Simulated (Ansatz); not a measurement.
EuCd in the CsCl-type structure

Method: PBEsol, scalar-relativistic; collinear spin; PAW, 420 eV, 8×8×8 k-mesh, Gaussian smearing of 0.05 eV; code Ansatz; PAW files: Ansatz's generated set soft_2.

Space group Pm-3m (No. 221). a = 3.833 Å, b = 3.833 Å, c = 3.833 Å, α = 90.00°, β = 90.00°, γ = 90.00°
```json
{"atom": "Eu", "site": "1a", "symmetry": "m-3m", "x": "0.0000", "y": "0.0000", "z": "0.0000"}
{"atom": "Cd", "site": "1b", "symmetry": "m-3m", "x": "0.5000", "y": "0.5000", "z": "0.5000"}
```

This is a trial structure made by placing the elements on a prototype's sites, so it needn't be the stable form.

Magnetic state: ferromagnetic, site spin moments Eu 6.83; Cd 0.05 μB.

Which orbitals carry the states at the Fermi level, and how many states are there?

Within 0.1 eV of it: Eu 4f 52 %, Eu 5d 41 % (shares among the projected shells). The Fermi level sits on a steep edge: the density of states is 3.5, 1.7 and 1.5 states/eV per cell at −0.1, 0 and +0.1 eV.

Density of states (tetrahedra, averaged over 0.4 eV; states/eV per cell of 2 atoms; energy in eV from the Fermi level; projections on Löwdin-orthogonalised atomic orbitals, summed over sites):

```
    E  total  Eu 4f up  Eu 5d up  Eu 5d down  Cd 5s  Eu 6s
-6.45    0.0       0.0       0.0         0.0    0.0    0.0
-6.05    0.1       0.0       0.0         0.0    0.0    0.1
-5.65    0.2       0.0       0.0         0.0    0.1    0.1
-5.25    0.3       0.0       0.0         0.0    0.1    0.1
-4.85    0.4       0.0       0.0         0.0    0.2    0.1
-4.45    0.5       0.0       0.1         0.0    0.2    0.1
-4.05    0.8       0.0       0.1         0.1    0.4    0.1
-3.65    1.3       0.0       0.3         0.2    0.6    0.1
-3.25    1.0       0.0       0.1         0.3    0.4    0.0
-2.85    0.3       0.0       0.1         0.1    0.1    0.0
-2.45    0.2       0.0       0.1         0.1    0.1    0.0
-2.05    0.3       0.0       0.1         0.1    0.0    0.1
-1.65    0.5       0.0       0.2         0.1    0.0    0.2
-1.25    1.3       0.1       0.6         0.1    0.0    0.3
-0.85    1.6       0.3       0.5         0.4    0.0    0.2
-0.45   14.2      12.8       0.3         0.6    0.0    0.2
-0.05    5.1       3.9       0.5         0.4    0.0    0.1
 0.35    2.1       0.2       1.0         0.4    0.0    0.0
 0.75    1.3       0.0       0.5         0.5    0.0    0.0
 1.15    1.3       0.0       0.3         0.7    0.0    0.0
 1.55    1.7       0.0       1.0         0.3    0.1    0.1
 1.95    2.0       0.0       0.8         0.6    0.1    0.2
 2.35    2.5       0.0       0.7         1.0    0.1    0.2
 2.75    2.0       0.0       0.5         0.8    0.1    0.1
 3.15    2.1       0.0       0.9         0.4    0.0    0.1
 3.55    2.0       0.0       0.7         0.5    0.0    0.1
 3.95    4.4       0.0       0.5         0.4    0.1    0.1
```

Without a U the 4f levels of Eu lie too near the Fermi level, so their share of the states there, and what hangs on it, is overstated. For elements this heavy, spin–orbit coupling would shift levels and gaps; it isn't included here. The run wasn't fully tested for a lower electronic state. Site moments are of spin, integrated over atomic spheres. Only parallel moments were tried, so the real magnetic order may be another.
